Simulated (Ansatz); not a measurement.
Given:

Hf$_{3}$N$_{2}$:
```
CELL_PARAMETERS angstrom
      1.60470     0.92647     7.77009
     -1.60470     0.92647     7.77009
      0.00000    -1.85295     7.77009
ATOMIC_POSITIONS crystal
  Hf 0.77961 0.77961 0.77961
  Hf 0.22039 0.22039 0.22039
  Hf 0.00000 0.00000 0.00000
  N  0.61207 0.61207 0.61207
  N  0.38793 0.38793 0.38793
```

This is the r²SCAN-relaxed structure.

**Question.** All from the program Ansatz at the r²SCAN level (PAW), unless another level is named. Give the electronic character.

**Answer.** metallic (no gap).

**Question.** Give the formation energy from the elements (no fitted shifts).

**Answer.** -1601 meV/atom.

**Question.** Give the density of states at the Fermi level.

**Answer.** 0.24 states/eV per atom (mean over ±0.08 eV).

Space group R-3m. The workflow started from a Materials Project entry (that database holds measured and hypothetical structures alike); the Crystallography Open Database copy checked does not list it. Its standing as an ambient phase is unchecked. Symmetry was held in the r²SCAN relaxation; whether a distortion lowers the energy is not shown. No spin polarisation was allowed. The references are the lowest solids computed at this level, not always the standard phases (solids in place of the gases). Scalar-relativistic: spin–orbit coupling is off unless named, which matters more the heavier the elements.

Potentials: the later of the program's two PAW sets.
